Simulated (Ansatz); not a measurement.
Relaxed TaN (space group P6/mmm):

```yaml
crystal:
  lattice:
    - [10.33263, 0.00000, 0.00000]
    - [-2.58316, 4.47416, 0.00000]
    - [0.00000, 0.00000, 2.88930]
  atoms:
    - { symbol: Ta, position: [0.00000, 0.00000, 0.00000] }
    - { symbol: Ta, position: [0.50000, 0.00000, 0.00000] }
    - { symbol: Ta, position: [0.16667, 0.66667, 0.50000] }
    - { symbol: Ta, position: [0.66667, 0.66667, 0.50000] }
    - { symbol: Ta, position: [0.33333, 0.33333, 0.50000] }
    - { symbol: Ta, position: [0.83333, 0.33333, 0.50000] }
    - { symbol: N, position: [0.25000, 0.00000, 0.00000] }
    - { symbol: N, position: [0.75000, 0.00000, 0.00000] }
    - { symbol: N, position: [0.25000, 0.50000, 0.00000] }
    - { symbol: N, position: [0.75000, 0.50000, 0.00000] }
    - { symbol: N, position: [0.00000, 0.50000, 0.00000] }
    - { symbol: N, position: [0.50000, 0.50000, 0.00000] }
```

The atoms are displaced by Q × the pattern below (from a DFPT mode at M = (0.5, 0.0, 0.0), largest move 1; Q in Å), at fixed cell. (q is in reciprocal vectors of the primitive cell; the cell shown is doubled to hold the pattern.)

```
atom       x       y      z
----  ------  ------  -----
Ta3   -0.015   0.026  0.000
Ta4    0.015  -0.026  0.000
Ta5   -0.015   0.026  0.000
Ta6    0.015  -0.026  0.000
N7    -0.996   0.088  0.000
N8     0.996  -0.088  0.000
N9     0.422   0.906  0.000
N10   -0.422  -0.906  0.000
```

Atoms not listed stay in place.

All values below come from LDA (plane waves to 420 eV, PAW, scalar-relativistic; Ansatz, a program for electronic structure). k mesh 11×11×16 (Γ-centred), Fermi-Dirac smearing 0.05 eV. Energies are smeared free energies. With partly filled bands, energies and forces of such displacements shift with the k mesh and the smearing. Spin-orbit coupling is left out, though Ta is heavy. TaN is run without spin polarisation. TaN was relaxed with its symmetry unable to fall. This is one of several known forms of TaN; the measured ambient cells at hand have space group No. 189. The zero of ΔE is the undisplaced structure. The last digit holds for this mesh only.

| Q (Å) | ΔE (meV/cell) |
|---|---|
| -0.660 | withheld |
| -0.550 | -805.1 |
| -0.440 | -1099.1 |
| -0.330 | -880.5 |
| -0.220 | -480.1 |
| -0.110 | -132.7 |
| 0.000 | 0.0 |
| 0.110 | -132.7 |
| 0.220 | -480.1 |
| 0.330 | -880.5 |
| 0.440 | -1099.1 |
| 0.550 | -805.1 |
| 0.660 | withheld |

Fit an even polynomial form (powers 2, 4, 6) to the given rows and predict ΔE at Q = -0.660.

Least squares on the 11 given rows: ΔE = (-11330)·Q² + (30260)·Q⁴ + (-5253)·Q⁶, in meV/cell with Q in Å; root-mean-square residual 1.37 meV/cell. At -0.660 the fit gives 372.2 meV/cell; the calculation gives 439.6 meV/cell, so the extrapolation is off by -67.4 (-15.3 %). The quadratic term alone would give -4935.3 meV/cell: it is negative, as the undisplaced cell is unstable along this move.

(For displaced atoms, the force is minus the slope of the energy, and its curvature is a force constant, which sets phonon frequencies.)
